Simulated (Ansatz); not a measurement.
SrTe:
Space group Fm-3m (No. 225); a = b = c = 6.607 Å, α = β = γ = 90.00°

| atom | site | symmetry | x | y | z |
|---|---|---|---|---|---|
| Sr | 4a | m-3m | 0.0000 | 0.0000 | 0.0000 |
| Te | 4b | m-3m | 0.5000 | 0.5000 | 0.5000 |
(The calculation used a cell of 2 atoms; values per cell refer to that cell.)

Relaxed with PBEsol. Plane-wave PAW PBEsol (Ansatz code) gives a gap of 1.57 eV.

What gap does HSE06 give on the same cell (Ansatz, PAW)?

2.37 eV, 0.80 eV more. The hybrid was solved on a coarser mesh and at special points; its gap is the smallest among all of these.

```tsv
k	v1 PBEsol	c1 PBEsol	v1 HSE06	c1 HSE06
Γ	0.00	2.82	?	?
X	-0.76	1.57	-0.84	2.37
L	-1.16	3.79	?	?
W	-1.58	3.88	?	?
K	-0.99	2.71	?	?
```

Top valence (v1) and lowest conduction level (c1) in eV from each method's valence maximum (which need not be a listed point): supply the withheld HSE06 values.


- W, v1 HSE06: -1.68
- W, c1 HSE06: 4.84
- Γ, v1 HSE06: 0.00
- Γ, c1 HSE06: 3.82
- L, v1 HSE06: -1.21
- L, c1 HSE06: 4.64
- K, v1 HSE06: -1.07
- K, c1 HSE06: 3.58

Cost on shared cores: the PBEsol run (SCF on a 7×7×7 mesh, then bands and DOS) about 18 core-seconds (a rough figure), the HSE06 run (SCF on 5×5×5, then a few points) roughly 2.4 core-minutes; the tasks are unlike.

The cell was relaxed with PBEsol under the symmetry of its start. Scalar-relativistic: spin–orbit coupling is off unless named, which matters more the heavier the elements.

Potentials: the later of the program's two PAW sets.
